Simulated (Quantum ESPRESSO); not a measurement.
## Mo3WSe6PCl (one run as intended and one with a planted mistake)

A calculation, not a measurement. The program is pw.x of Quantum ESPRESSO 7.5 (plane-wave density functional theory). The cell is made up: 12 atoms on a layered 2H lattice, with randomly drawn elements, strain and displacements, not relaxed. PseudoDojo standard norm-conserving files (v0.5 for PBE, v0.4.1 for LDA and PBEsol) set the functional; there is no spin polarisation, spin-orbit coupling or dispersion term, and the masses in the input are unused placeholders.

Intended input:

```
&control calculation='scf', pseudo_dir='./dojo.nc.sr.pbe.v0_5.standard.upf', outdir='./o', disk_io='low', tprnfor=.true., tstress=.true. /
&system ibrav=0, nat=12, ntyp=5, nbnd=88, ecutwfc=85.99341389, nosym=.true., tot_charge=0,
 occupations='smearing', smearing='fd', degauss=0.0018374661
/
&electrons conv_thr=7.350e-09, electron_maxstep=60, /
ATOMIC_SPECIES
Cl 1.0 Cl.upf
Mo 1.0 Mo.upf
P 1.0 P.upf
Se 1.0 Se.upf
W 1.0 W.upf
CELL_PARAMETERS angstrom
3.2529 -0.0288 -0.016
-0.0499 5.5233 0.0667
-0.0643 0.1543 12.8665
ATOMIC_POSITIONS angstrom
Mo 0.0125 1.8633 3.2769
Mo 1.6796 0.9832 9.664
W 1.4683 4.6498 3.2276
Mo -0.0513 3.9399 9.6988
Se -0.0268 1.8982 8.0895
Se -0.0749 2.0222 11.2999
P 1.5757 0.8819 1.5106
Se 1.6577 1.0284 4.8718
Se 1.6103 4.6971 8.1645
Se 1.5145 4.8578 11.4172
Se -0.0996 3.5883 1.7304
Cl -0.0054 3.6899 4.7791
K_POINTS automatic
7 4 2 1 1 1
```

The log is shortened where brackets say so; the opening notice, blank lines, dates and the lines on written files are dropped, and the path of the files is cut. It prints rydbergs, bohrs and kilobars, and counts compression as positive stress. Where no state is partly filled, the Fermi energy that it prints is only some level between the filled and the empty states on the mesh, and need not lie in the true gap.

Log of the intended run:

```
     Program PWSCF v.7.5
     Parallel version (MPI & OpenMP), running on       4 processor cores
     Number of MPI processes:                 4
     Threads/MPI process:                     1
     [start-up lines left out]
     bravais-lattice index     =            0
     lattice parameter (alat)  =       6.1474  a.u.
     unit-cell volume          =    1559.6190 (a.u.)^3
     number of atoms/cell      =           12
     number of atomic types    =            5
     number of electrons       =       164.00
     number of Kohn-Sham states=           88
     kinetic-energy cutoff     =      85.9934  Ry
     charge density cutoff     =     343.9737  Ry
     scf convergence threshold =      7.3E-09
     mixing beta               =       0.7000
     number of iterations used =            8  plain     mixing
     Exchange-correlation= PBE
                           (   1   4   3   4   0   0   0)
     [axes and pseudopotential details left out]
   Cartesian axes
     site n.     atom                  positions (alat units)
         1        Mo     tau(   1) = (   0.0038425   0.5727826   1.0073264  )
         2        Mo     tau(   2) = (   0.5163128   0.3022379   2.9707352  )
         3        W      tau(   3) = (   0.4513587   1.4293589   0.9921714  )
         4        Mo     tau(   4) = (  -0.0157697   1.2111340   2.9814327  )
         5        Se     tau(   5) = (  -0.0082384   0.5835109   2.4867303  )
         6        Se     tau(   6) = (  -0.0230244   0.6216288   3.4736145  )
         7        P      tau(   7) = (   0.4843737   0.2710980   0.4643618  )
         8        Se     tau(   8) = (   0.5095807   0.3161325   1.4976022  )
         9        Se     tau(   9) = (   0.4950098   1.4438990   2.5097855  )
        10        Se     tau(  10) = (   0.4655607   1.4932986   3.5096727  )
        11        Se     tau(  11) = (  -0.0306173   1.1030514   0.5319288  )
        12        Cl     tau(  12) = (  -0.0016600   1.1342835   1.4691060  )
     number of k points=    28  Fermi-Dirac smearing, width (Ry)=  0.0018
                       cart. coord. in units 2pi/alat
        k(    1) = (   0.0723915   0.0735184   0.0626882), wk =   0.0714286
        k(    2) = (   0.0717830   0.0750398  -0.0637492), wk =   0.0714286
     [further k points left out]
     Dense  grid:   168003 G-vectors     FFT dimensions: (  40,  64, 144)
     Estimated max dynamical RAM per process >     547.38 MB
     Estimated total dynamical RAM >       2.02 GB
     Initial potential from superposition of free atoms
     starting charge     163.9946, renormalised to     164.0000
     Starting wfcs are  102 randomized atomic wfcs
     total cpu time spent up to now is        9.3 secs
     per-process dynamical memory:   390.7 Mb
     Self-consistent Calculation
     iteration #  1     ecut=    85.99 Ry     beta= 0.70
     Davidson diagonalization with overlap
     ethr =  1.00E-02,  avg # of iterations =  2.0
     Threshold (ethr) on eigenvalues was too large:
     Diagonalizing with lowered threshold
     Davidson diagonalization with overlap
     ethr =  6.40E-04,  avg # of iterations =  2.0
     total cpu time spent up to now is       46.8 secs
     total energy              =   -2074.60639176 Ry
     estimated scf accuracy    <       1.08502007 Ry
     iteration #  2     ecut=    85.99 Ry     beta= 0.70
     Davidson diagonalization with overlap
     ethr =  6.62E-04,  avg # of iterations =  8.4
     total cpu time spent up to now is       77.1 secs
     total energy              =   -2072.44193185 Ry
     estimated scf accuracy    <      25.61533023 Ry
     [iterations 3 to 17 left out]
     iteration # 18     ecut=    85.99 Ry     beta= 0.70
     Davidson diagonalization with overlap
     ethr =  5.65E-11,  avg # of iterations =  5.3
     total cpu time spent up to now is      430.3 secs
     total energy              =   -2075.19420422 Ry
     estimated scf accuracy    <       0.00000003 Ry
     iteration # 19     ecut=    85.99 Ry     beta= 0.70
     Davidson diagonalization with overlap
     ethr =  2.07E-11,  avg # of iterations =  3.0
     total cpu time spent up to now is      447.8 secs
     End of self-consistent calculation
     [lines on levels left out]
     the Fermi energy is    13.4704 ev
!    total energy              =   -2075.19420422 Ry
     estimated scf accuracy    <          3.7E-09 Ry
     smearing contrib. (-TS)   =      -0.00000000 Ry
     internal energy E=F+TS    =   -2075.19420422 Ry
     The total energy is F=E-TS. E is the sum of the following terms:
     one-electron contribution =   -1195.59384786 Ry
     hartree contribution      =     656.63772931 Ry
     xc contribution           =    -399.57601470 Ry
     ewald contribution        =   -1136.66207098 Ry
     convergence has been achieved in  19 iterations
     Forces acting on atoms (cartesian axes, Ry/au):
     atom    1 type  2   force =    -0.01581750   -0.09452992   -0.02661355
     atom    2 type  2   force =    -0.08710689    0.09182409    0.02222549
     atom    3 type  5   force =     0.09180828    0.04195683    0.02832639
     atom    4 type  2   force =     0.00957253   -0.09777321    0.09592829
     atom    5 type  4   force =     0.03506612    0.05189666   -0.06026239
     atom    6 type  4   force =     0.04445424    0.00522489    0.03988918
     atom    7 type  3   force =     0.00412622    0.01291633    0.03270267
     atom    8 type  4   force =    -0.00823597   -0.05699408    0.05491167
     atom    9 type  4   force =    -0.02297158    0.01442283   -0.15302150
     atom   10 type  4   force =     0.01993937   -0.06614483    0.05448373
     atom   11 type  4   force =    -0.03118721    0.07566073   -0.14643741
     atom   12 type  1   force =    -0.03964761    0.02153967    0.05786743
     Total force =     0.374706     Total SCF correction =     0.000317
     Computing stress (Cartesian axis) and pressure
          total   stress  (Ry/bohr**3)                   (kbar)     P=      134.81
   0.00070329   0.00015144   0.00006939          103.46       22.28       10.21
   0.00015144   0.00090417  -0.00049499           22.28      133.01      -72.81
   0.00006939  -0.00049499   0.00114173           10.21      -72.81      167.95
     init_run     :      8.74s CPU      9.04s WALL (       1 calls)
     electrons    :    431.28s CPU    438.48s WALL (       1 calls)
     forces       :      3.46s CPU      3.51s WALL (       1 calls)
     stress       :     11.68s CPU     11.94s WALL (       1 calls)
     [timing details left out]
     PWSCF        :   7m35.51s CPU   7m43.45s WALL
     JOB DONE.
```

A second run has one planted mistake: the cell has the wrong charge. The input lines that differ, file-writing options aside:

```
- &system ibrav=0, nat=12, ntyp=5, nbnd=88, ecutwfc=85.99341389, nosym=.true., tot_charge=0,
+ &system ibrav=0, nat=12, ntyp=5, nbnd=89, ecutwfc=85.99341389, nosym=.true., tot_charge=-1,
```

Its log:

```
     Program PWSCF v.7.5
     Parallel version (MPI & OpenMP), running on       4 processor cores
     Number of MPI processes:                 4
     Threads/MPI process:                     1
     [start-up lines left out]
     bravais-lattice index     =            0
     lattice parameter (alat)  =       6.1474  a.u.
     unit-cell volume          =    1559.6190 (a.u.)^3
     number of atoms/cell      =           12
     number of atomic types    =            5
     number of electrons       =       165.00
     number of Kohn-Sham states=           89
     kinetic-energy cutoff     =      85.9934  Ry
     charge density cutoff     =     343.9737  Ry
     scf convergence threshold =      7.3E-09
     mixing beta               =       0.7000
     number of iterations used =            8  plain     mixing
     Exchange-correlation= PBE
                           (   1   4   3   4   0   0   0)
     [axes and pseudopotential details left out]
   Cartesian axes
     site n.     atom                  positions (alat units)
         1        Mo     tau(   1) = (   0.0038425   0.5727826   1.0073264  )
         2        Mo     tau(   2) = (   0.5163128   0.3022379   2.9707352  )
         3        W      tau(   3) = (   0.4513587   1.4293589   0.9921714  )
         4        Mo     tau(   4) = (  -0.0157697   1.2111340   2.9814327  )
         5        Se     tau(   5) = (  -0.0082384   0.5835109   2.4867303  )
         6        Se     tau(   6) = (  -0.0230244   0.6216288   3.4736145  )
         7        P      tau(   7) = (   0.4843737   0.2710980   0.4643618  )
         8        Se     tau(   8) = (   0.5095807   0.3161325   1.4976022  )
         9        Se     tau(   9) = (   0.4950098   1.4438990   2.5097855  )
        10        Se     tau(  10) = (   0.4655607   1.4932986   3.5096727  )
        11        Se     tau(  11) = (  -0.0306173   1.1030514   0.5319288  )
        12        Cl     tau(  12) = (  -0.0016600   1.1342835   1.4691060  )
     number of k points=    28  Fermi-Dirac smearing, width (Ry)=  0.0018
                       cart. coord. in units 2pi/alat
        k(    1) = (   0.0723915   0.0735184   0.0626882), wk =   0.0714286
        k(    2) = (   0.0717830   0.0750398  -0.0637492), wk =   0.0714286
     [further k points left out]
     Dense  grid:   168003 G-vectors     FFT dimensions: (  40,  64, 144)
     Estimated max dynamical RAM per process >     551.26 MB
     Estimated total dynamical RAM >       2.03 GB
     Initial potential from superposition of free atoms
     starting charge     163.9946, renormalised to     165.0000
     Starting wfcs are  102 randomized atomic wfcs
     total cpu time spent up to now is        9.7 secs
     per-process dynamical memory:   393.5 Mb
     Self-consistent Calculation
     iteration #  1     ecut=    85.99 Ry     beta= 0.70
     Davidson diagonalization with overlap
     ethr =  1.00E-02,  avg # of iterations =  2.1
     total cpu time spent up to now is       29.8 secs
     total energy              =   -2072.94374547 Ry
     estimated scf accuracy    <       1.82410517 Ry
     iteration #  2     ecut=    85.99 Ry     beta= 0.70
     Davidson diagonalization with overlap
     ethr =  1.11E-03,  avg # of iterations =  9.2
     total cpu time spent up to now is       62.7 secs
     total energy              =   -2066.03243102 Ry
     estimated scf accuracy    <     152.60774474 Ry
     [iterations 3 to 19 left out]
     iteration # 20     ecut=    85.99 Ry     beta= 0.70
     Davidson diagonalization with overlap
     ethr =  1.67E-11,  avg # of iterations =  3.7
     total cpu time spent up to now is      446.0 secs
     total energy              =   -2074.16542519 Ry
     estimated scf accuracy    <          7.9E-09 Ry
     iteration # 21     ecut=    85.99 Ry     beta= 0.70
     Davidson diagonalization with overlap
     ethr =  4.80E-12,  avg # of iterations =  3.1
     total cpu time spent up to now is      464.0 secs
     End of self-consistent calculation
     [lines on levels left out]
     the Fermi energy is    14.1377 ev
!    total energy              =   -2074.16542519 Ry
     estimated scf accuracy    <          1.1E-09 Ry
     smearing contrib. (-TS)   =      -0.00073337 Ry
     internal energy E=F+TS    =   -2074.16469182 Ry
     The total energy is F=E-TS. E is the sum of the following terms:
     one-electron contribution =   -1194.38882544 Ry
     hartree contribution      =     657.39250656 Ry
     xc contribution           =    -400.50630197 Ry
     ewald contribution        =   -1136.66207098 Ry
     convergence has been achieved in  21 iterations
     Forces acting on atoms (cartesian axes, Ry/au):
     atom    1 type  2   force =    -0.00750224   -0.09877226   -0.03852165
     atom    2 type  2   force =    -0.08622809    0.06254236    0.02085606
     atom    3 type  5   force =     0.07713980    0.04685519    0.00040322
     atom    4 type  2   force =     0.00797012   -0.07444335    0.08536317
     atom    5 type  4   force =     0.03565001    0.05575636   -0.06522956
     atom    6 type  4   force =     0.04444847    0.00546013    0.04603981
     atom    7 type  3   force =     0.00438251    0.01002632    0.03445805
     atom    8 type  4   force =    -0.00874456   -0.05053411    0.06748991
     atom    9 type  4   force =    -0.02229429    0.01187373   -0.15663685
     atom   10 type  4   force =     0.01922853   -0.06232906    0.06775315
     atom   11 type  4   force =    -0.03164083    0.07664166   -0.14405161
     atom   12 type  1   force =    -0.03240944    0.01692302    0.08207630
     Total force =     0.367540     Total SCF correction =     0.000297
     Computing stress (Cartesian axis) and pressure
          total   stress  (Ry/bohr**3)                   (kbar)     P=      263.82
   0.00155089   0.00015705   0.00008144          228.14       23.10       11.98
   0.00015705   0.00173935  -0.00048411           23.10      255.87      -71.21
   0.00008144  -0.00048411   0.00208991           11.98      -71.21      307.44
     init_run     :      9.25s CPU      9.58s WALL (       1 calls)
     electrons    :    446.73s CPU    454.37s WALL (       1 calls)
     forces       :      3.54s CPU      3.59s WALL (       1 calls)
     stress       :     11.96s CPU     12.21s WALL (       1 calls)
     [timing details left out]
     PWSCF        :   7m51.69s CPU   8m 0.08s WALL
     JOB DONE.
```

|  | intended run | run with the mistake |
| --- | --- | --- |
| free energy (eV) | -28234.456 | -28220.458 |
| smearing term -TS (eV) | 0.0000 | -0.0100 |
| pressure (GPa) | 13.48 | 26.38 |
| largest force component (eV/Å) | 3.934 | 4.027 |
| largest change of a force component (eV/Å) |  | 0.753 |
| iterations | 19 | 21 |

For scale, a rerun of the intended cell at a cutoff of 1467 eV and k mesh 9 x 6 x 4 moved values by no more than 0.003 eV in energy, 0.02 GPa in stress and 0.006 eV/Å in force. The charged cell sits in a uniform background, so its energy and stress rest on the program's zero of potential. The number of bands, nbnd, was set by rule from the electron count and the smearing, so it follows the mistake.